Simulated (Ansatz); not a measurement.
Ansatz (a program for electronic structure) input:

Ansatz 0.2 input:
```yaml
crystal:
  lattice:
    - [0.0, 2.1464729366, 2.1464729366]
    - [2.1464729366, 0.0, 2.1464729366]
    - [2.1464729366, 2.1464729366, 0.0]
  atoms:
    - { symbol: Ti, position: [0.0, 0.0, 0.0] }
    - { symbol: C, position: [0.5, 0.5, 0.5] }
kpoints:
  mp_grid: { grid: [16, 16, 16] }
hamiltonian:
  xc: pbesol
  pseudopotentials: { azcp: { folder: ./paw }, kind: paw }
scf:
  occupations: { method: fermi_dirac, width: 0.1 }
phonons:
  method: dfpt
  response_accuracy: low
  eigenvectors: true
  rigid_motions: translations
```

Output (shortened):

```
zone centre: on kpoints.mp_grid the ground state, and the responses unless they are solved on pairs of k-points, stand on 349 of the mesh's 4096 k-points, …
Pseudopotentials: kind: paw
Pseudopotential: Ti, paw, valence charge 12
Pseudopotential: C, paw, valence charge 4
Functional definition: PBEsol
Crystal: 2 atoms, lattice volume = 19.779 Å³
Basis set: ecut = 420 eV, 387 PW (Γ), exchange–correlation on 48×48×48 points (8 copies of the dense FFT grid, shifted against one another)
Bands: 12, of which v1, the nominal top of the filled ones, is band 8 counted from 1 (7 counted from 0)
Symmetry: 48 space group operations
k-points: 349 of 4096 (irreducible under 8 space group operations, time reversal used)
PAW frozen core: Ti, regenerated for the run's functional, and the local potential with it
PAW frozen core: C, regenerated for the run's functional, and the local potential with it
Initial density: superposition of atomic densities (chi_scale 0.1, normalization cell, long waves kept (reshape's long-wave potential 0.00 eV rms))
Initial wavefunctions: pseudopotential atomic-orbital guess
Eigensolver: davidson
Functional: x = pbesol(κ = 0.804, μ = 0.12345679012345678), c = pbesol(β = 0.046)
SCF iter   1: F=—  HF=-2723.419547 eV  |F-HF|=—  |Δ(HF+E_count)|=         —  Δρ=1.39e-1  dr2=4.90e0  ethr=3.10e-3  ⟨swp⟩=4.3  Hψ=20658  notcnv=0
all-band conjugate gradients solve this SCF's bands
preconditioner: auto → none
SCF iter   2: F=—  HF=-2722.928808 eV  |F-HF|=—  |Δ(HF+E_count)|=   4.91e-1  Δρ=9.74e-2  dr2=2.47e0  ethr=3.10e-3  ⟨swp⟩=2.0  Hψ=8324  notcnv=0
SCF iter   3: F=—  HF=-2722.432612 eV  |F-HF|=—  |Δ(HF+E_count)|=   4.96e-1  Δρ=8.18e-3  dr2=7.35e-3  ethr=3.10e-3  ⟨swp⟩=2.8  Hψ=8479  notcnv=0
SCF iter   4: F=—  HF=-2722.429835 eV  |F-HF|=—  |Δ(HF+E_count)|=   2.78e-3  Δρ=1.43e-3  dr2=1.83e-4  ethr=4.60e-5  ⟨swp⟩=2.0  Hψ=9976  notcnv=0
SCF iter   5: F=—  HF=-2722.429967 eV  |F-HF|=—  |Δ(HF+E_count)|=   1.32e-4  Δρ=3.83e-4  dr2=2.11e-5  ethr=1.14e-6  ⟨swp⟩=2.0  Hψ=5607  notcnv=0
SCF iter   6: F=—  HF=-2722.429965 eV  |F-HF|=—  |Δ(HF+E_count)|=   1.76e-6  Δρ=4.19e-5  dr2=3.29e-7  ethr=1.32e-7  ⟨swp⟩=2.2  Hψ=6709  notcnv=0
SCF iter   7: F=—  HF=-2722.429965 eV  |F-HF|=—  |Δ(HF+E_count)|=   2.29e-7  Δρ=2.51e-6  dr2=9.46e-10  ethr=2.05e-9  ⟨swp⟩=3.0  Hψ=6993  notcnv=0
SCF iter   8: F=—  HF=-2722.429965 eV  |F-HF|=—  |Δ(HF+E_count)|=  3.36e-10  Δρ=1.06e-6  dr2=2.47e-10  ethr=5.91e-12  ⟨swp⟩=2.2  Hψ=5546  notcnv=0
SCF iter   9: F=-2722.429965 eV  HF=-2722.429965 eV  |F-HF|=0.00e0  |Δ(HF+E_count)|=  7.09e-11  Δρ=2.71e-8  dr2=9.88e-14  ethr=1.00e-12  ⟨swp⟩=3.4  Hψ=17924  notcnv=0
the search or the solves at the SCF's close seem to have found levels that the self-consistency loop had missed (the run counts 1) …
SCF 1 converged in 9 iterations: F = -2722.429965 eV  dr2 = 9.88e-14
DFPT response loops at Γ: preconditioner auto → Kerker (q_TF=auto, 2.634 Å⁻¹) (partly filled bands, converged f_vac=0.000) …
SCF converged after 9 iterations
Free energy (F): -2722.429965 eV
Harris-Foulkes:  -2722.429965 eV  (|F-HF|=0.00e0)
Internal energy: -2722.419554 eV  (E = F + TS)
E sigma→0 (E₀):  -2722.424759 eV
Entropy (-TS):   -0.010412 eV (-5.206 meV/atom)
Fermi energy:    14.968908 eV
--- Per-component energies (eV) ---
  E_band       = -104.834990
  E_kinetic    = 367.207347
  E_local      = -813.415505  (includes V_loc(G=0)·N_el)
  E_nonlocal   = 84.513171
  E_hartree    = 320.814714
  E_xc         = -163.752670
  E_vxc        = -205.215454  (∫ρ·V_xc dr)
  E_paw        = -1112.190688  (= ΣΔE_a)
  E_vpaw       = -179.553917  (= ΣTr[D̂ρ^β])
  E_aug_tail   = -0.000063  (compensation charges beyond the density's cutoff)
  E_ewald      = -1405.756345
  E_core_change = 0.160485  (= ΣΔE_core)
  E_smearing   = -0.010412  (= −TS)
  E_closure    = 0.000000  (closes the sum)
  Σ components = -2722.429965   (vs F -2722.429965, Δ=0.00e0)
  [band-id]    e_kinetic+e_local+e_nonlocal+2·e_hartree+e_vxc+e_vpaw+e_augmentation_tail = -104.834993   (vs E_band -104.834990, Δ=-3.00e-6)
--- Band table (eV; the first three rows and the last of 349) ---
  k-point 0: bands = ["-41.2323", "-17.3599", "-17.3599", "-17.3599", "2.4831", "15.6540", "15.6540", "15.6540", "16.7161", "16.7161", "16.7161", "16.7731"]
  k-point 1: bands = ["-41.2291", "-17.3822", "-17.3619", "-17.3619", "2.5754", "15.2052", "15.4592", "15.4592", "16.0331", "16.0331", "16.9599", "17.7867"]
  k-point 2: bands = ["-41.2200", "-17.4456", "-17.3677", "-17.3677", "2.8463", "14.3126", "14.6832", "14.6832", "16.1017", "16.1017", "17.3015", "18.8875"]
  k-point 348: bands = ["-41.1186", "-17.7031", "-17.7031", "-17.5587", "5.4409", "11.7584", "11.7584", "12.2052", "17.8659", "17.8659", "18.6531", "20.3856"]
  band table: 12 of 12 bands, residual norms ≤ 1.0e-3 eV
--- Phonons (Γ-DFPT): 2 representative perturbations + reference, on 349 of 4096 k-points (Σ response iterations 6) ---
  k mesh reduced under 8 symmetry operations, with k and −k counted as one. Each operation leaves every solved perturbation unchanged …
  ASR residual: 1.803e-4 → 0.000e0 eV/Å²; symmetrization residual: 4.251e-8 eV/Å²
  ASR residual per site (eV/Å²): 1.80e-4 5.35e-5
  Γ frequencies (cm⁻¹): 0.00 0.00 0.00 541.81 541.81 541.81
  non-analytic LO–TO correction: not included (Born effective charges unavailable; polar crystals: no LO–TO splitting at Γ)
```

Cost: very roughly 17 core-seconds on shared cores.

Space group Fm-3m (rock salt). The PBEsol relaxation kept the symmetry of its start; of distortions, only those at the zone centre were tested. No spin polarisation was allowed. As this level gives no gap, phonon frequencies hold no LO–TO term and depend on the k-mesh and smearing (Fermi–Dirac, 0.1 eV here).

Potentials: the earlier of the program's two PAW sets.

Ansatz is a plane-wave DFT program.
